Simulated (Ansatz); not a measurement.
BaAlGeH:
```
CELL_PARAMETERS angstrom
      4.34597     0.00000     0.00000
     -2.17299     3.76372     0.00000
      0.00000     0.00000     5.26413
ATOMIC_POSITIONS crystal
  Ba 0.33333 0.66667 0.10177
  Al 0.00000 0.00000 0.64161
  Ge 0.66667 0.33333 0.55408
  H  0.00000 0.00000 0.96854
```

Relaxed with r²SCAN. Independent-particle spectrum: no excitons, no local fields, no scissors shift; 0.1 eV broadening; ε₁ of the summed bands alone.

### Question
Tabulate the dielectric function from r²SCAN (plane waves, PAW; program Ansatz).

### Answer


| E (eV) | ε₁ xx | ε₂ xx | ε₁ zz | ε₂ zz |
|---|---|---|---|---|
| 0.0 | 13.44 | 0.00 | 10.78 | 0.00 |
| 0.3 | 13.58 | 0.00 | 10.89 | 0.00 |
| 0.6 | 14.04 | 0.00 | 11.26 | 0.00 |
| 0.9 | 14.95 | 0.00 | 12.00 | 0.00 |
| 1.2 | 16.71 | 0.00 | 13.65 | 0.00 |
| 1.5 | 20.41 | 2.33 | 17.35 | 4.33 |
| 1.8 | 23.18 | 5.20 | 14.33 | 7.56 |
| 2.1 | 24.02 | 12.34 | 12.18 | 9.00 |
| 2.4 | 19.19 | 22.51 | 9.77 | 9.32 |
| 2.7 | 8.71 | 24.76 | 10.40 | 9.04 |
| 3.0 | 3.74 | 21.91 | 8.62 | 12.75 |
| 3.3 | 0.11 | 19.23 | 5.47 | 10.72 |
| 3.6 | -3.93 | 15.80 | 5.33 | 9.55 |
| 3.9 | -3.50 | 12.77 | 5.97 | 12.02 |
| 4.2 | -4.26 | 10.26 | 2.65 | 11.61 |
| 4.5 | -4.21 | 8.57 | 0.79 | 10.82 |
| 4.8 | -3.46 | 7.38 | -0.98 | 10.24 |
| 5.1 | -4.37 | 6.35 | -1.79 | 8.33 |
| 5.4 | -3.69 | 5.03 | -1.75 | 6.98 |
| 5.7 | -3.23 | 4.16 | -1.28 | 6.18 |
| 6.0 | -2.83 | 3.67 | -1.35 | 7.42 |
| 6.3 | -2.46 | 3.04 | -3.09 | 5.76 |
| 6.6 | -1.91 | 2.66 | -2.31 | 4.31 |
| 6.9 | -1.43 | 2.70 | -1.62 | 4.15 |
| 7.2 | -1.44 | 2.60 | -1.68 | 4.59 |
| 7.5 | -1.44 | 2.54 | -3.38 | 3.92 |
| 7.8 | -1.28 | 2.38 | -2.59 | 2.51 |
| 8.1 | -1.46 | 2.05 | -2.18 | 2.02 |
| 8.4 | -1.09 | 1.78 | -1.75 | 1.90 |
| 8.7 | -1.03 | 1.64 | -1.73 | 1.42 |
| 9.0 | -0.94 | 1.51 | -1.42 | 1.23 |
| 9.3 | -0.72 | 1.46 | -1.10 | 1.03 |
| 9.6 | -0.82 | 1.46 | -0.87 | 0.96 |
| 9.9 | -0.81 | 1.14 | -0.68 | 0.90 |
| 10.2 | -0.68 | 0.93 | -0.52 | 0.74 |
| 10.5 | -0.34 | 0.85 | -0.17 | 0.65 |
| 10.8 | -0.30 | 0.90 | 0.01 | 0.95 |
| 11.1 | -0.21 | 0.74 | -0.09 | 0.68 |
| 11.4 | -0.05 | 0.72 | 0.33 | 0.80 |
| 11.7 | 0.02 | 0.75 | 0.15 | 1.11 |
| 12.0 | 0.07 | 0.74 | -0.03 | 0.95 |

### Question
From ε at 2.9 eV (xx: 5.25 + 22.10i), find n, k, the normal reflectivity and the absorption coefficient.

### Answer
n = 3.74, k = 2.955, R = 52 %, α = 2kE/ħc = 870000 cm⁻¹.

With all bands, ε∞ without local fields is 13.5 (xx = yy), 10.8 (zz).

Space group P3m1. The first step of the workflow began from a Materials Project structure, measured or hypothetical; the Crystallography Open Database files this formula in space group No. 156, but the cells were not matched. Its standing as an ambient phase is unchecked. The cell was relaxed with r²SCAN under the symmetry of its start; its stability against distortions is not shown here. Scalar-relativistic: spin–orbit coupling is off unless named, which matters more the heavier the elements.

Potentials: the later of the program's two PAW sets.
